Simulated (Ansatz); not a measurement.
# TiAl: stiffness from a series of strains

```
CELL_PARAMETERS angstrom
2.83730 0.00000 0.00000
0.00000 2.83730 0.00000
0.00000 0.00000 4.05910
ATOMIC_POSITIONS crystal
Ti 0.00000 0.00000 0.00000
Al 0.50000 0.50000 0.50000
```

Atom numbers follow the list: Ti1, Al2.

The conventional cell has a = 2.837 Å, b = 2.837 Å, c = 4.059 Å, α = 90.00°, β = 90.00°, γ = 90.00°. Around Ti (atom 1) lie 4 Ti at 2.84 Å and 8 Al at 2.85 Å. Al (atom 2) has 4 Al at 2.84 Å and 8 Ti at 2.85 Å as nearest neighbours.

The cell comes from COD entry 1532769, which wasn't checked; take it as a given geometry.

Spin polarisation is left out, and whether a magnetic state lies lower isn't shown here.

Method: Ansatz 0.2.0, DFT, PBEsol, all-electron LAPW, scalar-relativistic.

Settings: a Γ-centred 12×12×8 k mesh, Fermi–Dirac smearing of 0.05 eV, basis error target 1 meV/atom, no spin polarisation.

The strain is applied along the Cartesian axes of the cell as listed (the other components stay zero). Fractional coordinates are held (clamped ions).

σ is the change of stress from the unstrained cell, which is at -3.98 GPa; tension is positive, so slopes are stress–strain coefficients at that pressure. In a metal the k mesh adds noise.

Only quantities that a quadratic follows smoothly over the whole series are listed; rougher ones are left out.

```
    εzz  σzz (GPa)  σxx (GPa)
-0.0200      -3.17      -1.67
-0.0100      -1.60      -0.79
 0.0000       0.00       0.00
 0.0200       3.23       1.36
```

Fit the series and read off the stiffness at zero strain.

Least-squares fits y = p0 + p1 x + p2 x² to the rows give σzz (GPa): p1 = 160, p2 = 82; σxx (GPa): p1 = 75.7, p2 = -390. So C33 = 160 GPa and C13 = 76 GPa, for these axes.

One run, at εzz = 0.0100, is withheld. Predict its row.

The fits give 1.61, 0.72; the run gave 1.63, 0.71.
